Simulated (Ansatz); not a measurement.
**Sc₃Al (Pm-3m): electronic heat capacity and spin susceptibility from the density of states**

The calculation used DFT PBEsol, scalar-relativistic, plane waves, PAW in Ansatz.

Plane waves to 420 eV, a k mesh through Γ of 10×10×10 on the computed 4-atom cell and Gaussian smearing (0.10 eV); no spin polarisation.

Relaxed cell: Pm-3m, a = 4.375 Å, b = 4.375 Å, c = 4.375 Å, α = 90.00°, β = 90.00°, γ = 90.00°, 4 atoms in the primitive cell. Whether it is the stable form of this composition wasn't checked.

The density of states at the Fermi level is 5.001 states/eV in the cell of 4 atoms (1 formula unit; both spins, tetrahedra on a 15×15×15 mesh).

Question: What Sommerfeld coefficient and Pauli susceptibility does this give?

Answer: Per formula unit N(E_F) = 5.001 states/eV. γ = (π²/3) k_B² N(E_F) N_A = 2.357 mJ/(mol K²) per state/eV, so γ = 11.8 mJ/(mol K²), a mole of formula units. χ_P = μ_B² N(E_F) N_A = 3.23×10⁻⁵ emu/mol per state/eV gives 16.2×10⁻⁵ emu/mol. This is the bare band result: a measured γ of the same phase is as a rule larger by a factor 1 + λ from phonons and spin fluctuations, the spin part of χ is larger by the Stoner factor, and a measured χ also holds orbital and core terms. N(E_F) at one energy is sensitive to the mesh where the density of states has sharp peaks.